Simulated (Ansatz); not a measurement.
## Mg started on a Ba site and Mg started on a Ba site, 6.86 Å apart on the ideal sites in cubic perovskite LiBaF3, 40 atoms, charge 0

These are results of DFT, PBEsol, PAW, plane waves (Ansatz), not measurements.

Command:

```sh
ansatz run in.yaml --threads 8 --pin off --max-ram 13300MiB --runs-dir r --events-out ev --progress --plain
```

The input less its lattice and atoms:

```yaml
crystal:
  symmetry: { detect: false }
kpoints:
  mp_grid: { grid: [1, 1, 1], shift: [0.25, 0.25, 0.25] }
hamiltonian:
  xc: pbesol
scf:
  occupations: { method: fermi_dirac, width: 0.01 }
relax:
  f_tol: 0.03
  max_steps: 80
  escape_saddle: false
  adjacent_minimum: "off"
output:
  forces: true
  eigenvalues: true
  populations: true
```

Start:

```
Mg Ba Li F
1.0
     7.91716    0.00000    0.00000
     0.00000    7.91716    0.00000
     0.00000    0.00000    7.91716
Mg Ba Li F
2 6 8 24
Direct
  0.99985 0.99900 0.00224
  0.50070 0.50071 0.49966
  0.99752 0.99958 0.49888
  0.99621 0.50253 0.00258
  0.00077 0.50266 0.50196
  0.50162 0.00090 0.00062
  0.49749 0.00116 0.49928
  0.49641 0.50292 0.99996
  0.25163 0.25305 0.25134
  0.24996 0.24615 0.75332
  0.24949 0.75038 0.25042
  0.25355 0.74843 0.74816
  0.74741 0.24957 0.24840
  0.75286 0.24575 0.75243
  0.75168 0.75411 0.24685
  0.74679 0.74854 0.74999
  0.25043 0.24803 0.00222
  0.25184 0.24520 0.49639
  0.24723 0.74963 0.99719
  0.25093 0.75171 0.49862
  0.75039 0.25016 0.99777
  0.75350 0.24661 0.49747
  0.74688 0.75108 0.00002
  0.75233 0.74699 0.49728
  0.99583 0.24947 0.25244
  0.99354 0.25161 0.74826
  0.00029 0.74930 0.25036
  0.00098 0.74960 0.75234
  0.49651 0.24834 0.25318
  0.49838 0.24746 0.74703
  0.50000 0.74943 0.24977
  0.49913 0.74915 0.74806
  0.25237 0.99906 0.25119
  0.24837 0.00087 0.74840
  0.24979 0.50222 0.24524
  0.24803 0.49737 0.74631
  0.74834 0.00045 0.25060
  0.75644 0.99932 0.74827
  0.74965 0.49514 0.25088
  0.75387 0.49711 0.75045
```

Steps:

| step | energy less the first (eV) | largest force component (eV/Å) |
| --- | --- | --- |
| start | 0.000 | 0.468 |
| 1 | -0.207 | 0.714 |
| 2 | -0.620 | 0.468 |
| 3 | -0.979 | 0.857 |
| 4 | -1.548 | 0.946 |
| 5 | -2.127 | 0.810 |
| 6 | -2.673 | 0.361 |
| 7 | -3.152 | 0.393 |
| 8 | -3.630 | 0.493 |
| 9 | -3.977 | 0.362 |
| 10 | -4.179 | 0.225 |
| 11 | -4.292 | 0.261 |
| 12 | -4.402 | 0.103 |
| 13 | -4.420 | 0.017 |
| 14 | -4.420 | 0.017 |

A structure on the way, about -3.15 eV from the start:

```
Mg Ba Li F
1.0
     7.91716    0.00000    0.00000
     0.00000    7.91716    0.00000
     0.00000    0.00000    7.91716
Mg Ba Li F
2 6 8 24
Direct
  0.09568 0.94663 0.95365
  0.62889 0.52948 0.47904
  0.99096 0.00368 0.48373
  0.99017 0.48492 0.00388
  0.03347 0.49563 0.49740
  0.52132 0.00624 0.00037
  0.48976 0.00957 0.50206
  0.48616 0.49535 0.99675
  0.24367 0.24290 0.24525
  0.24161 0.24999 0.74998
  0.25109 0.74556 0.25855
  0.25680 0.74398 0.74405
  0.74280 0.25008 0.24840
  0.74075 0.25287 0.74450
  0.75429 0.75238 0.24485
  0.74625 0.75819 0.75770
  0.23006 0.22257 0.99750
  0.23723 0.23448 0.50053
  0.25389 0.76767 0.00343
  0.22613 0.76361 0.50557
  0.73528 0.27166 0.99812
  0.72742 0.27610 0.49648
  0.72940 0.73106 0.00322
  0.76119 0.74056 0.50306
  0.99063 0.25116 0.25625
  0.99105 0.25630 0.74253
  0.99813 0.75964 0.23476
  0.99965 0.77473 0.79329
  0.49357 0.25609 0.24467
  0.48966 0.23780 0.75762
  0.50317 0.70765 0.29631
  0.49687 0.76064 0.74566
  0.25613 0.99329 0.24265
  0.23338 0.99720 0.76352
  0.23037 0.49710 0.23118
  0.23618 0.50211 0.76659
  0.72808 0.99829 0.26396
  0.74904 0.00344 0.74278
  0.75373 0.50268 0.27126
  0.72510 0.50751 0.71481
```

End:

```
Mg Ba Li F
1.0
     7.91716    0.00000    0.00000
     0.00000    7.91716    0.00000
     0.00000    0.00000    7.91716
Mg Ba Li F
2 6 8 24
Direct
  0.11899 0.93667 0.99913
  0.61949 0.56227 0.50045
  0.99129 0.00116 0.50045
  0.98215 0.48376 0.99869
  0.03022 0.48344 0.49927
  0.52999 0.01559 0.99977
  0.48224 0.01599 0.49968
  0.49113 0.49774 0.00106
  0.23539 0.23672 0.24169
  0.23600 0.23760 0.75753
  0.26651 0.73549 0.26465
  0.26752 0.73534 0.73448
  0.73649 0.26150 0.25743
  0.73552 0.26174 0.74185
  0.76742 0.76360 0.23491
  0.76565 0.76383 0.76438
  0.17631 0.18337 0.99975
  0.24235 0.23051 0.49982
  0.29994 0.76296 0.99928
  0.20294 0.75666 0.49965
  0.74248 0.26849 0.99974
  0.67654 0.31522 0.49930
  0.70257 0.74202 0.99987
  0.80033 0.73614 0.49936
  0.98084 0.24624 0.28088
  0.98051 0.24756 0.71930
  0.00314 0.79985 0.17676
  0.00219 0.79930 0.82242
  0.48037 0.25196 0.21890
  0.48057 0.25228 0.78074
  0.50263 0.69814 0.32283
  0.50367 0.70144 0.67690
  0.26730 0.98311 0.23753
  0.26576 0.98357 0.76156
  0.22162 0.49579 0.22043
  0.22316 0.49600 0.77787
  0.72219 0.00293 0.27834
  0.72240 0.00356 0.72084
  0.76767 0.51551 0.26149
  0.76549 0.51570 0.73685
```

Self-consistency was reached.

Time: 25 s of wall time on a shared host.

How much energy did the relaxation gain, and which atom moved most?

4.42 eV in 14 steps, from a start with small random displacements (the gain also holds any tilting of the ideal host); atom 1 (Mg) moved 1.06 Å, the median atom 0.25 Å (drift of the whole cell removed).

The one k point has no symmetry partners, which can distort the end along one axis.
